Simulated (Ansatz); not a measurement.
# Ti$_{3}$O$_{4}$ (Cmmm), random displacements

Level of theory: DFT PBEsol, scalar-relativistic, plane waves, PAW (Ansatz). The runs took a 420 eV cutoff, a Γ-centred 8×8×14 mesh and Gaussian smearing (0.15 eV). No spin polarisation. Energies are free energies at this smearing, counted from the undisturbed cell; pressure is positive in compression.

The undisturbed cell (relaxed at this level; it needn't be the usual structure):

```xyz
7
Lattice="2.9128 -4.0304 0.0000 2.9128 4.0304 0.0000 0.0000 0.0000 2.9690" Properties=species:S:1:pos:R:3 pbc="T T T"
Ti    0.0000    0.0000    1.4845
Ti    1.4564   -2.0152    0.0000
Ti    1.4564    2.0152    0.0000
O     4.4437    0.0000    0.0000
O     2.9128    1.9436    1.4845
O     1.3819    0.0000    0.0000
O     2.9128   -1.9436    1.4845
```

The atoms are displaced (Å, in the unstrained cell):

| atom | ux | uy | uz |
| --- | --- | --- | --- |
| Ti1 | 0.365 | 0.032 | 0.069 |
| Ti2 | 0.030 | 0.123 | -0.260 |
| Ti3 | -0.162 | -0.227 | 0.040 |
| O4 | -0.211 | -0.027 | -0.044 |
| O5 | -0.083 | 0.259 | 0.063 |
| O6 | 0.214 | -0.141 | 0.036 |
| O7 | -0.154 | -0.020 | 0.094 |

The cell is not strained.

(1) What are the energy change, the stress and the forces?

## Answers

(1) ΔE = 494.5 meV/atom; stress (xx, yy, zz, yz, xz, xy; compression positive) (10.21, 20.36, 17.45, 1.33, -4.62, -1.92) GPa.
| atom | Fx (eV/Å) | Fy | Fz |
| --- | --- | --- | --- |
| Ti1 | -6.20 | 0.89 | -0.43 |
| Ti2 | -3.60 | -5.71 | 4.41 |
| Ti3 | 2.08 | 4.66 | 0.70 |
| O4 | 2.96 | 0.50 | -0.06 |
| O5 | -0.03 | -1.89 | -0.78 |
| O6 | 0.72 | 2.51 | 0.59 |
| O7 | 4.08 | -0.95 | -4.44 |

Cost: 1 run of about 1.5 core-minutes, on Arm Neoverse V2 (shared hosts).